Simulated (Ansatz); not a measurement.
Nb₃Sn (A15, Cr3Si type)

```
Nb3Sn
1.0
    5.31932     0.00000     0.00000
    0.00000     5.31932     0.00000
    0.00000     0.00000     5.31932
Nb Sn
6 2
Direct
  0.25000   0.00000   0.50000
  0.75000   0.00000   0.50000
  0.00000   0.50000   0.25000
  0.00000   0.50000   0.75000
  0.50000   0.25000   0.00000
  0.50000   0.75000   0.00000
  0.00000   0.00000   0.00000
  0.50000   0.50000   0.50000
```

The volume is varied about the relaxed value V₀ at fixed cell shape. Symmetry pins the atoms to their sites.

The numbers are results of PBE (plane waves to 420 eV, PAW, scalar-relativistic; Ansatz, a quantum-chemistry and plane-wave program), not measurements. k mesh 9×9×9 (Γ-centred), Fermi-Dirac smearing 0.05 eV. E stands for the smeared free energy. Stress and pressure are positive under compression. Nb3Sn is run without spin polarisation. Nb3Sn was relaxed with its symmetry unable to fall. ΔE is measured from the relaxed starting cell. The last digit holds for this mesh only.

```
V (Å³/atom)  ΔE (meV/atom)
-----------  -------------
15.804               327.5
16.305               215.6
16.807               131.0
17.309                70.1
17.810            withheld
18.312                 7.1
18.814                 0.0
19.316                 6.4
19.817                24.7
20.319                53.1
20.821                90.5
21.322               135.6
21.824               187.4
```

Question: Fit a third-order Birch-Murnaghan form (E₀, V₀, B₀, B₀′ free) to the given rows and predict ΔE at V = 17.810.

Answer: Least squares on the 12 given rows: ΔE = E₀ + (9V₀B₀/16)·y²·[2 + (B₀′ − 4)y], y = (V₀/V)^(2/3) − 1, with V₀ = 18.814 Å³/atom, B₀ = 161.3 GPa (160.2 GPa = 1 eV/Å³; the term in eV is multiplied by 1000), B₀′ = 4.19, E₀ = 0.04 meV/atom; root-mean-square residual 0.05 meV/atom. At 17.810 the fit gives 29.7 meV/atom; the calculation gives 29.6 meV/atom, so the interpolation is off by 0.1 (+0.3 %). For the pressure the fit gives 9.9 GPa against the computed 9.9 GPa.

(A scan under strain: stresses follow from slopes of the energy per volume, elastic moduli from its curvatures.)
